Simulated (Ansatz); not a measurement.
The start is a relaxed Si2Mo cell deformed by the Cartesian strain tensor (xx, yy, zz, yz, xz, xy) = (0.011, -0.160, 0.055, -0.010, -0.172, -0.034). The cell and all atomic positions are relaxed at zero pressure with r2SCAN (plane waves to 500 eV, PAW, scalar-relativistic; Ansatz, a quantum-chemistry and plane-wave program). The first steps use a coarse 9×9×12 k-mesh.

The start:
```
Si2Mo
1.0
   -2.34481     1.35945     4.38416
    0.99986    -1.43764     3.86541
    2.23754     1.33037    -4.41618
Mo Si
1 2
Cartesian
  0.00000   0.00000   0.00000
 -0.45096  -0.02622   2.76607
 -0.89399  -0.05198   5.48350
```

What pressure does the first self-consistent step give?

+77 GPa (positive: the cell is compressed).

How much energy is released per atom?

1.70 eV/atom.

How does the volume per atom move from start to end?

+15.0 %, from 11.62 to 13.36 Å³/atom.

Does it find its way back to the structure it was made from?

It relaxes back to the parent, I4/mmm (No. 139).

How do the shortest distances between atoms change?

The closest pairs of elements (up to four, under 3.6 Å), start → end: Mo–Si 2.14 → 2.60 Å; Si–Si 2.16 → 2.58 Å; Mo–Mo 2.69 → 3.20 Å.

What band gap does the relaxed structure have at this level?

No gap (metallic).

It ends as:

Space group I4/mmm (No. 139); a = b = 3.202 Å, c = 7.820 Å, α = β = γ = 90.00°

```tsv
atom	site	symmetry	x	y	z
Mo	2a	4/mmm	0.0000	0.0000	0.0000
Si	4e	4mm	0.0000	0.0000	0.3353
```
(The calculation used a cell of 3 atoms; values per cell refer to that cell.)

Final values are on a 14×14×14 k-mesh of the relaxed cell. No spin polarisation in the result.

The run could not lose the symmetry of its start.
